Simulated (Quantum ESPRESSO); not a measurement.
# Ge3Si13: input and log of a self-consistent run

Computed values, not a measurement. The program is pw.x of Quantum ESPRESSO 7.5 (plane-wave density functional theory). The cell is made up: 16 atoms on a doubled zincblende/diamond lattice, with randomly drawn elements, strain and displacements, not relaxed. PseudoDojo standard norm-conserving files (v0.5 for PBE, v0.4.1 for LDA and PBEsol) set the functional; there is no spin polarisation, spin-orbit coupling or dispersion term, and the masses in the input are unused placeholders.

Input:

```
&control calculation='scf', pseudo_dir='./dojo.nc.sr.pbe.v0_5.standard.upf', outdir='./o', disk_io='low', tprnfor=.true., tstress=.true. /
&system ibrav=0, nat=16, ntyp=2, nbnd=53, ecutwfc=77.98206166, nosym=.true., tot_charge=0,
 occupations='smearing', smearing='fd', degauss=0.0018374661
/
&electrons conv_thr=7.350e-09, electron_maxstep=60, /
ATOMIC_SPECIES
Ge 1.0 Ge.upf
Si 1.0 Si.upf
CELL_PARAMETERS angstrom
5.581 0.0 0.0
0.0 5.581 0.0
0.0 0.0 11.1619
ATOMIC_POSITIONS angstrom
Ge 0.0015 0.0193 -0.0207
Si -0.0611 2.8894 2.7812
Si 2.8197 -0.0025 2.7691
Si 2.7479 2.8309 -0.0172
Si -0.0234 -0.0487 5.5563
Si -0.0432 2.8729 8.3785
Si 2.8272 0.001 8.3298
Si 2.7805 2.795 5.6258
Si 1.3525 1.3941 1.4558
Si 1.4254 4.1457 4.1971
Si 4.1723 1.3781 4.1828
Ge 4.1439 4.1957 1.3811
Ge 1.3793 1.4076 6.9764
Si 1.3461 4.1567 9.7549
Si 4.197 1.4248 9.7681
Si 4.228 4.2052 6.9121
K_POINTS automatic
4 4 2 1 1 1
```

The log is shortened where brackets say so; the opening notice, blank lines, dates and the lines on written files are dropped, and the path of the files is cut. It prints rydbergs, bohrs and kilobars, and counts compression as positive stress. With no partly filled state, the Fermi energy that it prints is only some level between the filled and the empty states on the mesh, and need not lie in the true gap.

```
     Program PWSCF v.7.5
     Parallel version (MPI & OpenMP), running on       4 processor cores
     Number of MPI processes:                 4
     Threads/MPI process:                     1
     [start-up lines left out]
     bravais-lattice index     =            0
     lattice parameter (alat)  =      10.5466  a.u.
     unit-cell volume          =    2346.1662 (a.u.)^3
     number of atoms/cell      =           16
     number of atomic types    =            2
     number of electrons       =        94.00
     number of Kohn-Sham states=           53
     kinetic-energy cutoff     =      77.9821  Ry
     charge density cutoff     =     311.9282  Ry
     scf convergence threshold =      7.3E-09
     mixing beta               =       0.7000
     number of iterations used =            8  plain     mixing
     Exchange-correlation= PBE
                           (   1   4   3   4   0   0   0)
     [axes and pseudopotential details left out]
   Cartesian axes
     site n.     atom                  positions (alat units)
         1        Ge     tau(   1) = (   0.0002688   0.0034582  -0.0037090  )
         2        Si     tau(   2) = (  -0.0109479   0.5177208   0.4983336  )
         3        Si     tau(   3) = (   0.5052320  -0.0004479   0.4961656  )
         4        Si     tau(   4) = (   0.4923670   0.5072388  -0.0030819  )
         5        Si     tau(   5) = (  -0.0041928  -0.0087260   0.9955743  )
         6        Si     tau(   6) = (  -0.0077405   0.5147644   1.5012543  )
         7        Si     tau(   7) = (   0.5065759   0.0001792   1.4925282  )
         8        Si     tau(   8) = (   0.4982082   0.5008063   1.0080272  )
         9        Si     tau(   9) = (   0.2423401   0.2497939   0.2608493  )
        10        Si     tau(  10) = (   0.2554023   0.7428239   0.7520337  )
        11        Si     tau(  11) = (   0.7475900   0.2469271   0.7494714  )
        12        Ge     tau(  12) = (   0.7425013   0.7517828   0.2474646  )
        13        Ge     tau(  13) = (   0.2471421   0.2522129   1.2500269  )
        14        Si     tau(  14) = (   0.2411933   0.7447948   1.7478767  )
        15        Si     tau(  15) = (   0.7520158   0.2552948   1.7502419  )
        16        Si     tau(  16) = (   0.7575703   0.7534850   1.2385056  )
     number of k points=    16  Fermi-Dirac smearing, width (Ry)=  0.0018
                       cart. coord. in units 2pi/alat
        k(    1) = (   0.1250000   0.1250000   0.1250011), wk =   0.1250000
        k(    2) = (   0.1250000   0.1250000  -0.1250011), wk =   0.1250000
     [further k points left out]
     Dense  grid:   218275 G-vectors     FFT dimensions: (  60,  60, 120)
     Estimated max dynamical RAM per process >     449.14 MB
     Estimated total dynamical RAM >       1.60 GB
     Initial potential from superposition of free atoms
     starting charge      93.9896, renormalised to      94.0000
     Starting wfcs are   79 randomized atomic wfcs
     total cpu time spent up to now is        6.1 secs
     per-process dynamical memory:   319.8 Mb
     Self-consistent Calculation
     iteration #  1     ecut=    77.98 Ry     beta= 0.70
     Davidson diagonalization with overlap
     ethr =  1.00E-02,  avg # of iterations =  3.0
     Threshold (ethr) on eigenvalues was too large:
     Diagonalizing with lowered threshold
     Davidson diagonalization with overlap
     ethr =  3.37E-04,  avg # of iterations =  5.1
     total cpu time spent up to now is       28.4 secs
     total energy              =    -645.87926004 Ry
     estimated scf accuracy    <       0.36839431 Ry
     iteration #  2     ecut=    77.98 Ry     beta= 0.70
     Davidson diagonalization with overlap
     ethr =  3.92E-04,  avg # of iterations =  1.0
     total cpu time spent up to now is       35.3 secs
     total energy              =    -645.89015000 Ry
     estimated scf accuracy    <       0.02343173 Ry
     iteration #  3     ecut=    77.98 Ry     beta= 0.70
     Davidson diagonalization with overlap
     c_bands:  1 eigenvalues not converged
     c_bands:  1 eigenvalues not converged
     ethr =  2.49E-05,  avg # of iterations = 15.4
     total cpu time spent up to now is       50.2 secs
     total energy              =    -645.88737907 Ry
     estimated scf accuracy    <       0.02722860 Ry
     iteration #  4     ecut=    77.98 Ry     beta= 0.70
     Davidson diagonalization with overlap
     ethr =  2.49E-05,  avg # of iterations =  8.3
     total cpu time spent up to now is       63.6 secs
     total energy              =    -645.89356383 Ry
     estimated scf accuracy    <       0.01032468 Ry
     iteration #  5     ecut=    77.98 Ry     beta= 0.70
     Davidson diagonalization with overlap
     ethr =  1.10E-05,  avg # of iterations =  5.1
     total cpu time spent up to now is       73.3 secs
     total energy              =    -645.89462324 Ry
     estimated scf accuracy    <       0.00057985 Ry
     [iterations 6 to 8 left out]
     iteration #  9     ecut=    77.98 Ry     beta= 0.70
     Davidson diagonalization with overlap
     ethr =  1.07E-08,  avg # of iterations =  5.0
     total cpu time spent up to now is      115.1 secs
     total energy              =    -645.89484762 Ry
     estimated scf accuracy    <       0.00000403 Ry
     iteration # 10     ecut=    77.98 Ry     beta= 0.70
     Davidson diagonalization with overlap
     ethr =  4.29E-09,  avg # of iterations =  2.0
     total cpu time spent up to now is      124.6 secs
     total energy              =    -645.89484767 Ry
     estimated scf accuracy    <       0.00000068 Ry
     iteration # 11     ecut=    77.98 Ry     beta= 0.70
     Davidson diagonalization with overlap
     ethr =  7.19E-10,  avg # of iterations =  4.0
     total cpu time spent up to now is      134.5 secs
     total energy              =    -645.89484784 Ry
     estimated scf accuracy    <       0.00000007 Ry
     iteration # 12     ecut=    77.98 Ry     beta= 0.70
     Davidson diagonalization with overlap
     ethr =  7.08E-11,  avg # of iterations =  2.0
     total cpu time spent up to now is      143.6 secs
     total energy              =    -645.89484784 Ry
     estimated scf accuracy    <       0.00000002 Ry
     iteration # 13     ecut=    77.98 Ry     beta= 0.70
     Davidson diagonalization with overlap
     ethr =  2.16E-11,  avg # of iterations =  3.9
     total cpu time spent up to now is      153.9 secs
     End of self-consistent calculation
          k = 0.1250 0.1250 0.1250 ( 27250 PWs)   bands (ev):
   -18.1525 -18.0877 -18.0771 -18.0584 -18.0573 -17.9847 -17.9807 -17.9571
   -17.9550 -17.9300 -17.9208 -17.9170 -17.9140 -17.9032 -17.9028  -5.3203
    -4.8121  -3.8078  -2.5578  -2.5127  -2.3463  -2.1585  -2.0072  -0.9101
    -0.7483  -0.5768  -0.5387  -0.4281   1.1749   2.4242   2.5097   2.9508
     2.9720   3.0240   3.0784   3.4041   3.4894   3.6705   3.7074   3.7560
     3.8245   4.1584   4.5789   4.9715   5.0493   5.9422   6.1156   7.1265
     7.3251   7.3449   7.6353   8.1335   8.2255
     [levels at the other k points left out]
     the Fermi energy is     6.6189 ev
!    total energy              =    -645.89484784 Ry
     estimated scf accuracy    <          7.8E-11 Ry
     smearing contrib. (-TS)   =      -0.00000000 Ry
     internal energy E=F+TS    =    -645.89484784 Ry
     The total energy is F=E-TS. E is the sum of the following terms:
     one-electron contribution =    -386.88288559 Ry
     hartree contribution      =     240.99334405 Ry
     xc contribution           =    -170.65045689 Ry
     ewald contribution        =    -329.35484940 Ry
     convergence has been achieved in  13 iterations
     Forces acting on atoms (cartesian axes, Ry/au):
     atom    1 type  1   force =     0.00877462    0.00858777    0.00234158
     atom    2 type  2   force =     0.02562876   -0.04975374    0.02482150
     atom    3 type  2   force =    -0.03246625    0.01427534    0.02681674
     atom    4 type  2   force =    -0.01127908   -0.03883468    0.00241743
     atom    5 type  2   force =     0.02104547    0.02048493   -0.02093493
     atom    6 type  2   force =    -0.00123964   -0.02670019   -0.00498060
     atom    7 type  2   force =    -0.00326562   -0.00911131    0.02143014
     atom    8 type  2   force =     0.01729735   -0.00561830   -0.02623688
     atom    9 type  2   force =     0.01428231    0.02337126   -0.00776913
     atom   10 type  2   force =    -0.00419029    0.01950224   -0.00907025
     atom   11 type  2   force =     0.00186763    0.01546985    0.00147242
     atom   12 type  1   force =    -0.00457248    0.00367615   -0.01458614
     atom   13 type  1   force =    -0.01435367   -0.00495428    0.01036967
     atom   14 type  2   force =     0.03284675    0.02235267   -0.01390519
     atom   15 type  2   force =    -0.02381820    0.01238190   -0.01441993
     atom   16 type  2   force =    -0.02655767   -0.00512961    0.02223357
     Total force =     0.131081     Total SCF correction =     0.000048
     Computing stress (Cartesian axis) and pressure
          total   stress  (Ry/bohr**3)                   (kbar)     P=      -25.10
  -0.00016988  -0.00000813   0.00003961          -24.99       -1.20        5.83
  -0.00000813  -0.00017499  -0.00001230           -1.20      -25.74       -1.81
   0.00003961  -0.00001230  -0.00016694            5.83       -1.81      -24.56
     init_run     :      5.75s CPU      6.02s WALL (       1 calls)
     electrons    :    146.00s CPU    147.83s WALL (       1 calls)
     forces       :      2.96s CPU      3.02s WALL (       1 calls)
     stress       :      9.31s CPU      9.61s WALL (       1 calls)
     [timing details left out]
     PWSCF        :   2m44.16s CPU   2m46.73s WALL
     JOB DONE.
```

In other units: free energy -8787.847 eV for the cell, pressure -2.51 GPa, largest force component 1.279 eV/Å. A rerun of this cell at a cutoff of 1347 eV and k mesh 6 x 6 x 4 moved values by no more than 0.030 eV in energy, 0.03 GPa in stress and 0.002 eV/Å in force.